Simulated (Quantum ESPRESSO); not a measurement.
NMR parameters of PtS2

```yaml
crystal:
  lattice:
    - [3.54874, 0.00000, 0.00000]
    - [-1.77437, 3.07330, 0.00000]
    - [0.00000, 0.00000, 5.59707]
  atoms:
    - { symbol: Pt, position: [0.00000, 0.00000, 0.00000] }
    - { symbol: S, position: [0.66667, 0.33333, 0.77966] }
    - { symbol: S, position: [0.33333, 0.66667, 0.22034] }
```
The cell comes from the Materials Project (a computed structure). It is PtS2 in P-3m1; whether this form has been observed was not checked. Stability against distortions was not tested. Forces on the atoms reach 0.11 eV/Å at this level. The layers lie 3.1 Å apart; this gap hangs on dispersion, and neither it nor the stacking was checked against the measured crystal. The run has no spin polarisation.

These are absolute shieldings with no macroscopic susceptibility term; δ = σ_ref − σ needs a reference computed alike. In our sweeps, cutoffs and meshes of this size left a few ppm, and up to some 20 ppm on atoms from Zn on. Spin–orbit coupling is left out; its weight grows with the heaviest atom, Pt here. The datasets of S hold no d projectors, which limits absolute σ on these atoms. With so small a Kohn–Sham gap, σ hangs strongly on the functional and the mesh.

Shieldings of H and of elements past Ba are not listed.

Q: What do the calculations give at each independent site (shieldings by GIPAW with PBE in a modified build of Quantum ESPRESSO, on JTH PAW datasets, 20 Ha, k-mesh 8×8×5 shifted, f-sum rule met within 0.018 %)?

A: 
```
site            site symmetry  σ_iso (ppm)
--------------  -------------  -----------
Pt (atom 1)               -3m            –
S (atoms 2, 3)             3m          624
```
